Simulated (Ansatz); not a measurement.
Consider the following.

BAs (zinc blende)

```
CELL_PARAMETERS angstrom
      0.00000     2.40467     2.40467
      2.40467     0.00000     2.40467
      2.40467     2.40467     0.00000
ATOMIC_POSITIONS crystal
  As 0.75000 0.75000 0.75000
  B  0.00000 0.00000 0.00000
```

Scan: atom 2 (B, nearest neighbour As at 2.083 Å; its periodic images, 3.4 Å or more away, move with it) is displaced along Cartesian [111], direction (0.577, 0.577, 0.577) in Cartesian axes, by s. The other atoms stay.

These are PBE (plane waves to 420 eV, PAW, scalar-relativistic; Ansatz, a program for electronic structure) values and carry that method's errors. k mesh 10×10×10 (Γ-centred), Fermi-Dirac smearing 0.05 eV. Energies are smeared free energies. Left out: 1 of 11 points, with atoms too close for the PAW data. As the smearing reaches across the gap at some points, energies and forces of such displacements shift with the k mesh and the smearing. BAs was relaxed with its symmetry unable to fall. ΔE is measured from the undisplaced structure.

The scan covers s from -0.496 to 0.620 Å in 10 points.

**Question.** Is this a single well or a double well?

**Answer.** A single well with its minimum at or next to zero displacement.

**Question.** Is the energy the same for displacements of ±0.496 Å, and if not, which side lies higher?

**Answer.** Not even: the negative side lies higher at ±0.496 Å. With its periodic images moving along, the atom's site symmetry in this cell is -43m.

**Question.** What force acts on the atom along the line at s = -0.496 Å?

**Answer.** 16.0 eV/Å.

**Question.** What is the energy change at s = 0.620 Å?

**Answer.** 1182 meV/cell.

**Question.** With two atoms in the cell this is the zone-centre optical mode. What wavenumber follows?

**Answer.** 678 cm⁻¹.

(For displaced atoms, the force is minus the slope of the energy, and its curvature is a force constant, which sets phonon frequencies.)
